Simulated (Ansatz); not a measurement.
Q: Each is relaxed and computed with r²SCAN (plane waves, PAW; program Ansatz). Which is the only one with a gap?
A) AlCo2Si2, P-3m1 (Al on 1a, Co on 2d, Si on 2d)
B) SiSnPd5, P4/mmm (Si on 1b, Sn on 1c, Pd on 1a, Pd on 4i)
C) HfCoSi, Pnma (Hf on 4c, Co on 4c, Si on 4c)
D) Co2Sn3Se3, R-3 (Pearson symbol hR32)

A: D, Co2Sn3Se3, R-3 (Pearson symbol hR32). Co2Sn3Se3: gap 0.65 eV; SiSnPd5: metal; AlCo2Si2: metal; HfCoSi: metal. Spin orders computed, not proven ground states: HfCoSi, Pnma (Hf on 4c, Co on 4c, Si on 4c) ferromagnetic. Standing as an ambient phase not checked: Co2Sn3Se3, R-3 (Pearson symbol hR32); SiSnPd5, P4/mmm (Si on 1b, Sn on 1c, Pd on 1a, Pd on 4i); AlCo2Si2, P-3m1 (Al on 1a, Co on 2d, Si on 2d); HfCoSi, Pnma (Hf on 4c, Co on 4c, Si on 4c). All cells were relaxed under the symmetry of their starts (and spin orders); stability against distortions was not tested throughout. Rows with no word on spin ran without spin polarisation. Scalar-relativistic: spin–orbit coupling is off unless named, which matters more the heavier the elements.

Potentials: the later of the program's two PAW sets.
